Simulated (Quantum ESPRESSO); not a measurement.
# Where does Si sit best among Ge sites?

The results below are calculated, not measured. They come from pw.x of Quantum ESPRESSO 7.5, a plane-wave density functional program, with PseudoDojo standard norm-conserving files (v0.5 for PBE, v0.4.1 for LDA and PBEsol). The cells are made up: elements, strain and atom displacements were drawn at random, and nothing was relaxed. There is no spin polarisation, spin-orbit coupling or dispersion term.

The cell has 8 sites of a zincblende or diamond lattice. Sites 1 to 4 hold Ge Ga Ge Ge; sites 5 to 8 hold X X X X. Cell vectors in Å: (5.852, 0.000, 0.000); (0.000, 5.852, 0.000); (0.000, 0.000, 5.852). Settings: PBE, cutoff 1088 eV, 6 x 6 x 6 k mesh shifted by half a step, Fermi-Dirac smearing of 0.1 eV.

In each run one of the sites marked X holds Si and the others hold Ge; cell and positions stay the same. E is the free energy of the cell.

```
site of the guest  first shell  mean distance (Å)  E above the lowest (eV)  P (GPa)  force on the guest (eV/Å)
                5        GaGe3              2.624                    0.190    -2.02                      1.397
                6        GaGe3              2.476                    0.000    -2.21                      0.907
                7        GaGe3              2.528                    0.059    -2.14                      2.045
                8        GaGe3              2.548                    0.097    -2.11                      1.227
```

A rerun of one of these cells at 1377 eV and k mesh 8 x 8 x 8 moved values by no more than 0.002 eV in the cell's energy, 0.03 GPa in stress and 0.004 eV/Å in force.

## Reading the table

Site 6 is lowest, by 0.059 eV, over three times the rerun's bound. A straight line of energy against the mean distance has a slope of 1.3 ± 0.1 eV/Å, so the guest costs less on the tighter sites. The positions are random and not relaxed, so the differences hold for this frozen cell and are not site preferences of a real crystal.